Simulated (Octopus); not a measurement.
**AlN (P63mc, No. 186): band energies at special points**

AlN (P63mc, No. 186):
```xyz
4
Lattice="3.1286 0.0000 0.0000 -1.5643 2.7094 0.0000 0.0000 0.0000 5.0170" Properties=species:S:1:pos:R:3 pbc="T T T"
Al     1.5643     0.9031     2.5049
Al     0.0000     1.8063     5.0134
N      1.5643     0.9031     4.4185
N      0.0000     1.8063     1.9100
```
The cell is a database entry, not relaxed again.

Computed with Octopus (real-space grid): LDA, grid spacing about 0.17 Å, Γ-centred 12×12×4 k-mesh, no spin polarisation, Troullier-Martins for N / PseudoDojo for Al.

Energies in eV against the valence band top; 16 electrons a cell outside the pseudopotentials' cores.

```csv
k-point (reduced),band 4,band 5,band 6,band 7,band 8,band 9,band 10,band 11
"Γ (0.000, 0.000, 0.000)",-0.84,-0.84,-0.19,-0.19,0.00,4.12,6.45,10.31
"M (0.500, 0.000, 0.000)",-4.13,-3.31,-2.06,-1.76,[?],[?],5.69,7.96
"K (0.333, 0.333, 0.000)",-3.77,-3.77,-2.42,-2.36,-2.36,[?],8.18,9.45
"A (0.000, 0.000, 0.500)",-3.27,-0.53,-0.53,-0.53,-0.53,6.29,6.29,10.02
"L (0.500, 0.000, 0.500)",-5.55,-1.44,-1.44,-1.35,-1.35,5.19,5.19,9.03
"H (0.333, 0.333, 0.500)",-4.80,-3.81,-3.81,-0.79,-0.79,7.26,7.26,7.64
```

**Question.** Fill in the missing entries.

**Answer.** 
- K (0.333, 0.333, 0.000), band 9: 4.96
- M (0.500, 0.000, 0.000), band 9: 5.67
- M (0.500, 0.000, 0.000), band 8: -0.68
